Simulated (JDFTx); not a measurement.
Input for a modified build of JDFTx: cyclopentadiene, C5H6 (SMILES C1=CCC=C1), charge 0, multiplicity 1, linear PCM (GLSSA13), ethylene carbonate, no salt; lengths in bohr, energies in hartree. This linear run has a cavity as tight as the nonlinear model's, a pairing that the parameters may not suit. The run starts from orbitals saved by an earlier run of the same system.

```
lattice \
  24.0940080890 0.0000000000 0.0000000000 \
  0.0000000000 25.5113026824 0.0000000000 \
  0.0000000000 0.0000000000 20.7869873709
coords-type Cartesian
ion C -1.8448572098 1.3708191002 -0.0009031564 0
ion C 0.5444825253 2.2028728314 -0.0029981081 0
ion C 2.3061774171 -0.0009658453 -0.0019910785 0
ion C 0.5404727922 -2.2016325037 -0.0020816300 0
ion C -1.8477795967 -1.3654798117 -0.0030819474 0
ion H -3.5316129598 2.5042865347 -0.0001575185 0
ion H 1.1848666434 4.1298488337 -0.0041541097 0
ion H 3.5324567836 -0.0018588359 1.6584968739 0
ion H 3.5367452350 -0.0028290263 -1.6584968739 0
ion H 1.1768571927 -4.1298488337 -0.0019232825 0
ion H -3.5367452350 -2.4960694572 -0.0028168087 0
ion-species pseudo/c_pbe_v1.2.upf
ion-species pseudo/h_pbe_v1.4.upf
elec-cutoff 20 100
elec-ex-corr gga-PBE
symmetries none
elec-n-bands 13
electronic-minimize nIterations 150 energyDiffThreshold 1e-7
fluid LinearPCM
pcm-variant GLSSA13
fluid-solvent EC
fluid-minimize nIterations 400 knormThreshold 1e-11
wavefunction read s0.wfns 16
dump-name s7.$VAR
dump End State Ecomponents EigStats BandEigs Forces ElecDensity IonicPositions FluidDebug
```

The log closes as follows.

```
[...]
ElecMinimize: Iter:   8  Etot: -32.057161465190269  |grad|_K:  3.136e-07  alpha:  1.163e+00  linmin: -5.359e-06
ElecMinimize: Iter:   9  Etot: -32.057161470302475  |grad|_K:  2.206e-07  alpha:  6.151e-01  linmin: -2.546e-01
ElecMinimize: Iter:  10  Etot: -32.057161503713033  |grad|_K:  1.631e-07  alpha:  7.569e-01  linmin: -5.971e-05
ElecMinimize: Converged (|Delta Etot|<1.000000e-07 for 2 iters).

# Ionic positions in cartesian coordinates:
ion C  -1.844857209800000   1.370819100200000  -0.000903156400000 0
ion C   0.544482525300000   2.202872831400000  -0.002998108100000 0
ion C   2.306177417100000  -0.000965845300000  -0.001991078500000 0
ion C   0.540472792200000  -2.201632503700000  -0.002081630000000 0
ion C  -1.847779596700000  -1.365479811700000  -0.003081947400000 0
ion H  -3.531612959800000   2.504286534700000  -0.000157518500000 0
ion H   1.184866643400000   4.129848833700000  -0.004154109700000 0
ion H   3.532456783600000  -0.001858835900000   1.658496873900000 0
ion H   3.536745235000000  -0.002829026300000  -1.658496873900000 0
ion H   1.176857192700000  -4.129848833700000  -0.001923282500000 0
ion H  -3.536745235000000  -2.496069457200000  -0.002816808700000 0

# Forces in Cartesian coordinates:
force C  -0.010361993373906  -0.002328389430001  -0.000182344976530 0
force C   0.016865394722144   0.000861710148908   0.000066481130167 0
force C  -0.014266774044501  -0.000020688650699   0.000139402017715 0
force C   0.016665673032215  -0.000871583173646  -0.000074634825442 0
force C  -0.010147389470447   0.002311428843323   0.000194901946066 0
force H  -0.012180903493441   0.009277350677817   0.000003990042132 0
force H   0.003755107707000   0.015036207630930   0.000019263845897 0
force H   0.008966922127116   0.000008848703747   0.008856521998456 0
force H   0.009077463642246  -0.000006453744234  -0.008993362493993 0
force H   0.003764401707169  -0.015068832968209  -0.000002045135826 0
force H  -0.012121027247960  -0.009188187648397  -0.000001950835252 0

# Energy components:
   A_diel =       -0.0226849822287646
   Eewald =       42.1478305828908333
       EH =       66.4551784256302795
     Eloc =     -152.8278331955571048
      Enl =        3.8859772215362622
      Exc =      -11.1969700086765123
 Exc_core =        0.1683798518325884
       KE =       19.3329606008593906
-------------------------------------
     Etot =      -32.0571615037130329
```

The run took 11 electronic cycles (a count that differs between repeats, as do the digits past 10⁻⁶ Ha); the total lies -0.46 eV from the vacuum run at this geometry.
